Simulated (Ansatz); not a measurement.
InSb (NiAs type, P6_3/mmc) is relaxed with PBE (plane waves, PAW; program Ansatz). What lattice parameters of the conventional cell result?

a = 4.261 Å, c = 7.459 Å.

Is it a metal or does it have a gap at this level?

No gap at this level.

The start of the workflow was typed in or built on a structure type; neither database checked (COD, Materials Project) lists it. It is not the phase usual at ambient conditions (space group No. 216). The cell was relaxed with PBE under the symmetry of its start; whether a distortion lowers the energy is not shown. Spin–orbit coupling is left out wherever it is not named.

Potentials: the later of the program's two PAW sets.
